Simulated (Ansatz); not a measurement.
ZnO:
```cif
data_O2Zn2
_chemical_formula_sum 'Zn2 O2'
_space_group_name_H-M_alt 'P4/nmm :1'
_space_group_IT_number 129
_space_group_name_Hall 'P 4ab 2ab -1ab'
_cell_length_a 3.91109
_cell_length_b 3.91109
_cell_length_c 3.41501
_cell_angle_alpha 90.000
_cell_angle_beta 90.000
_cell_angle_gamma 90.000
loop_
_space_group_symop_operation_xyz
  'x, y, z'
  '-y+1/2, x+1/2, z'
  '-x, -y, z'
  'y+1/2, -x+1/2, z'
  'x+1/2, -y+1/2, -z'
  '-y, -x, -z'
  '-x+1/2, y+1/2, -z'
  'y, x, -z'
  '-x+1/2, -y+1/2, -z'
  'y, -x, -z'
  'x+1/2, y+1/2, -z'
  '-y, x, -z'
  '-x, y, z'
  'y+1/2, x+1/2, z'
  'x, -y, z'
  '-y+1/2, -x+1/2, z'
loop_
_atom_site_label
_atom_site_type_symbol
_atom_site_symmetry_multiplicity
_atom_site_Wyckoff_symbol
_atom_site_fract_x
_atom_site_fract_y
_atom_site_fract_z
_atom_site_occupancy
Zn1 Zn 2 c 0.50000 0.00000 0.06085 1
O1 O 2 a 0.00000 0.00000 0.00000 1
```

Relaxed with LDA.

**Question.** Decompose the optical modes at the zone centre into irreducible representations, and say which are infrared and Raman allowed.

**Answer.** Point group 4/mmm: Γ_opt = A1g + A2u + B1g + 2Eg + Eu. Infrared: A2u, Eu. Raman: A1g, B1g, Eg.

**Question.** Assign frequencies (DFPT, plane-wave PAW LDA (Ansatz code)).

**Answer.** B1g 201i, A1g 56, Eg 206, A2u 209, Eu 445, Eg 588 cm⁻¹.

Subscripts of B labels follow the axes of the standard setting.

A made-up cell: these elements were put on the sites of a structure type; neither database checked (COD, Materials Project) lists it. It is not the phase usual at ambient conditions (space group No. 186). The LDA relaxation kept the symmetry of its start. At this level the phase is dynamically unstable (imaginary phonons). A crystal of weakly bound layers computed without a dispersion correction: the cell and the soft elastic constants depend strongly on that. As this level gives no gap, phonon frequencies hold no LO–TO term and depend on the k-mesh and smearing (Fermi–Dirac, 0.1 eV here).

Potentials: the earlier of the program's two PAW sets. The files were generated under PBE; for other functionals the program regenerates the frozen cores, and for LDA and PBEsol the local potential too.
